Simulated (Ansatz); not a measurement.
NbAs (CsCl type, Pm-3m) under volume change, plane-wave PAW r²SCAN (Ansatz code), scaled uniformly.

```csv
V (Å³/atom),E − E(relaxed) (meV/atom),P (GPa)
15.031,86.2,20.17
15.527,___,___
16.022,___,___
16.518,0.0,0.00
17.013,7.7,-4.84
17.509,29.2,-8.96
18.004,62.5,-12.46
```

Q: What belongs in the gaps?

A: 
- 15.527, E − E(relaxed) (meV/atom): 36.2
- 15.527, P (GPa): 12.36
- 16.022, E − E(relaxed) (meV/atom): 8.6
- 16.022, P (GPa): 5.69

Q: What does a third-order Birch–Murnaghan fit give for V₀, B₀ and B′?

A: V₀ = 16.52 Å³/atom, B₀ = 174 GPa, B′ = 4.3.

A made-up cell: these elements were put on the sites of a structure type; neither database checked (COD, Materials Project) lists it. COD files the formula under space group No. 109, so this cell is another polymorph or a model. Its standing as an ambient phase is unchecked. The r²SCAN relaxation kept the symmetry of its start; whether a distortion lowers the energy is not shown. No spin polarisation was allowed. Scalar-relativistic: spin–orbit coupling is off unless named, which matters more the heavier the elements.

Potentials: the later of the program's two PAW sets.
